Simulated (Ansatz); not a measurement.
Computed with Ansatz 0.2.0, DFT PBE, scalar-relativistic, plane waves, PAW. Settings: cutoff 420 eV, Γ-centred meshes spaced at most about 0.3 Å⁻¹, and about 0.25 Å⁻¹ or finer for metals (2π included), Gaussian smearing. No spin polarisation in the final relaxations.

These are static total energies at zero pressure.

Two forms of InGe₂O₂ were relaxed alike.

A.

Space group P6/mmm (No. 191). a = 3.733 Å, b = 3.733 Å, c = 8.615 Å, α = 90.00°, β = 90.00°, γ = 120.00°
```csv
atom,site,symmetry,x,y,z
In,1b,6/mmm,0.0000,0.0000,0.5000
Ge,2e,6mm,0.0000,0.0000,0.8627
O,2c,-6m2,0.3333,0.6667,0.0000
```

B.

Space group P4/mmm (No. 123). a = 4.365 Å, b = 4.365 Å, c = 5.591 Å, α = 90.00°, β = 90.00°, γ = 90.00°
```
atom  site  symmetry       x       y       z
  In    1b     4/mmm  0.0000  0.0000  0.5000
  Ge    1a     4/mmm  0.0000  0.0000  0.0000
  Ge    1c     4/mmm  0.5000  0.5000  0.0000
   O    2f      mmm.  0.5000  0.0000  0.0000
```

Question: Which would you expect to be lower, and how large is the difference?

Answer: B is lower, by 0.64 eV/atom. A has space group P6/mmm (No. 191), 20.8 Å³/atom and no gap on its mesh; B has space group P4/mmm (No. 123), 21.3 Å³/atom and no gap. The shortest distance is 2.16 Å (O–O) in A and 2.18 Å (Ge–O) in B. A holds Ge–Ge pairs (shortest 2.37 Å); in B the shortest Ge–Ge distance is 3.09 Å. In A, around In lie 2 Ge at 3.12 Å and 6 In at 3.73 Å; Ge has 1 Ge at 2.37 Å, 6 O at 2.46 Å and 1 In at 3.12 Å; O has 3 O at 2.16 Å and 6 Ge at 2.46 Å. In B, In is surrounded by 2 Ge at 2.80 Å; Ge on its first site is surrounded by 4 O at 2.18 Å and 2 In at 2.80 Å; O is surrounded by 4 Ge at 2.18 Å; 1 more site not described. Both come from invented guesses. A third cell relaxed alike, in P-3m1, lies 0.35 eV/atom below the lower of the two.

In P6/mmm, P4/mmm an odd number of electrons in the primitive cell allows no gap without spin; a larger cell or a magnetic state could open one. A magnetic state wasn't ruled out in cells without spin, among them P6/mmm, P4/mmm. Cells relaxed within their symmetry can be saddle points.
